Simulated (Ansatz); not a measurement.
## Fe (bcc, W type), scan of one atom of the cell

Fe (bcc, W type)

```xyz
2
Lattice="-2.8645 2.8645 2.8645 1.4323 -1.4323 1.4323 1.4323 1.4323 -1.4323" Properties=species:S:1:pos:R:3 pbc="T T T"
Fe     0.0000     0.0000     0.0000
Fe    -1.4323     1.4323     1.4323
```

In this cell atom 1 (Fe, nearest neighbour Fe at 2.481 Å; its periodic images, 2.5 Å or more away, move with it) is moved by s along Cartesian [110], unit vector (0.707, 0.707, 0.000); all other atoms and the cell stay fixed.

Method: r2SCAN (plane waves to 500 eV, PAW, scalar-relativistic; Ansatz, a program for electronic structure). k mesh 9×18×18 (Γ-centred), Fermi-Dirac smearing 0.05 eV. The energy includes the smearing's −TS. Compression counts positive. With partly filled bands, energies and forces of such displacements shift with the k mesh and the smearing. F∥ is the force on the atom along that direction. On this mesh the relaxed cell isn't quite at rest: it carries a pressure of -0.2 GPa (compression positive) at the zero of the scan. Fe was relaxed with its symmetry unable to fall. Relaxed Fe ends ferromagnetic. The magnetic order is the one the run started from; other orders were not tried. The zero of ΔE is the undisplaced structure.

```
s (Å)   ΔE (meV/cell)  P (GPa)  F∥ (eV/Å)  moment (μB/cell)
------  -------------  -------  ---------  ----------------
-0.250            184      3.3      1.447              5.25
-0.200            118      2.0      1.179              5.26
-0.150             67      1.1      0.890              5.26
-0.100             29      0.4      0.592              5.26
-0.050              7      0.0      0.294              5.26
0.000               0     -0.2      0.000              5.26
0.050               7      0.0     -0.294              5.26
0.100              29      0.4     -0.592              5.26
0.150              67      1.1     -0.890              5.26
0.200             118      2.0     -1.179              5.26
0.250             184      3.3     -1.447              5.25
```

Summary:

| Item | Value |
|---|---|
| Energy at s = 0.250 Å | 184 meV/cell |
| Force along the line at s = -0.250 Å | 1.45 eV/Å |
| Symmetry of the curve | even: the same for both signs |
| Shape of the curve | a single well with its minimum at or next to zero displacement |
| Force constant k = d²E/ds² at s = 0 (finite differences) | 5.87 eV/Å² |
| Harmonic estimate at the end of the scan | ½ks² = 184 meV/cell against the computed 184 meV/cell, so the well is close to harmonic there |

(For displaced atoms, the force is minus the slope of the energy, and its curvature is a force constant, which sets phonon frequencies.)
